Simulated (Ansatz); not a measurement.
**OCo₂: converged, but where?**

OCo₂ is taken as a molecule or cluster in a periodic box (not relaxed), 3 atoms in the cell.

All numbers below come from Ansatz development build ahead of 0.2.0, DFT, PBE, PAW (an earlier, harder data set), plane waves, scalar-relativistic.

```yaml
crystal:
  lattice:
    - [10.221969, 0.0, 0.0]
    - [0.0, 9.127188, 0.0]
    - [0.0, 0.0, 9.585922]
  atoms:
    - { symbol: O, position: [0.4429402, 0.56780893, 0.53276793] }
    - { symbol: Co, position: [0.58377699, 0.61482847, 0.66058789], spin: 3 }
    - { symbol: Co, position: [0.3700585, 0.4479048, 0.40745069], spin: -3 }
hamiltonian:
  xc: pbe
  pseudopotentials: { kind: paw }
kpoints:
  mp_grid: { grid: [1, 1, 1], shift: [0, 0, 0] }
magnetization:
  spin_polarized: true
scf:
  occupations: { method: fermi_dirac }
  mixing: { algorithm: broyden }
```

Settings in force: cutoff 930 eV, smearing width 0.1 eV; Broyden mixing, default search for lower states.

The run converged after 58 iterations in all: opposed spins, site moments Co2 1.99, Co3 -1.84 μB, total 0.29 μB per cell.

A semilocal functional without U tends to delocalise d and f electrons.

Site moments are taken inside atomic spheres and don't add up to the total.

Q: Would you trust this as the ground state? If a lower solution is known, describe it.

A: That can't be told from these runs. It is the lowest of 2 states reached by 6 converged runs, and the next lies 0.7 meV/atom higher (opposed spins, site moments Co2 1.98, Co3 -1.85 μB, total 0.30 μB per cell (the moments match the lowest state's, so the two differ in another way, such as which orbitals are filled)). The run first closed 7.0 meV/atom higher, and its search went on from there. That doesn't prove a ground state. States within about 5 meV/atom are too close for this mesh, smearing and search to settle their order. Only collinear spins were tried. No run was started with parallel moments, and none ended so: a high-spin state, which may lie lower, is missing here. No run without spin polarisation was made.
